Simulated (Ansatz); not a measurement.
## SrH₁₂Br₂O₆: 81Br nuclear quadrupole resonance

Cell: an entry of the Crystallography Open Database (COD), ions relaxed with PBE at fixed cell.

```
Sr H Br O
1.0
     8.20400    0.00000    0.00000
    -4.10200    7.10487    0.00000
     0.00000    0.00000    4.15900
Sr H Br O
1 12 2 6
Cartesian
  0.0000 0.0000 0.0000
  -0.9905 3.0777 3.7665
  1.9319 4.7083 3.7665
  -0.9414 6.4238 3.7665
  3.1606 0.6811 0.3925
  3.1115 4.0272 0.3925
  6.0339 2.3966 0.3925
  1.8612 1.6739 2.1360
  5.8237 0.7749 2.1360
  4.6210 4.6560 2.1360
  0.5190 2.4488 2.0230
  -2.2408 5.4309 2.0230
  1.7217 6.3299 2.0230
  0.0000 4.7366 2.4318
  4.1020 2.3683 1.7272
  6.4310 0.0000 2.0795
  -3.2155 5.5694 2.0795
  0.8865 1.5355 2.0795
  2.5699 0.0000 0.0000
  -1.2849 2.2256 0.0000
  2.8171 4.8793 0.0000
```

Sites (sets of like atoms) are named by element and the number of their first atom in this list.

The numbers come from a DFT calculation in Ansatz (PBE, plane waves and PAW, scalar-relativistic, 420 eV cutoff, Γ-centred 3×3×5 k-points, Fermi–Dirac smearing 0.02 eV).

81Br: I = 3/2, Q = 257.9 mb (year-2017 value). Static lattice, zero field.

(1) At which frequencies do the 81Br NQR lines lie?

(2) And for ⁷⁹Br (I = 3/2, Q = 308.7 mb) on Br?

## Answers

(1) For I = 3/2 there is one line, ν = (|C_Q|/2)(1 + η²/3)^½.

```
site   atoms  V_zz (10²¹ V/m²)  C_Q (MHz)     η  line frequencies (MHz)
  Br  14, 15             -6.89      -42.9  0.00                    21.5
```

(2) C_Q scales with Q to -51.4 MHz, with lines at 25.7 MHz.

An axis of threefold or higher order runs through Br, so V_zz lies along it and η is zero.

The entry's hydrogen positions were far off; the other atoms hardly move on relaxation.
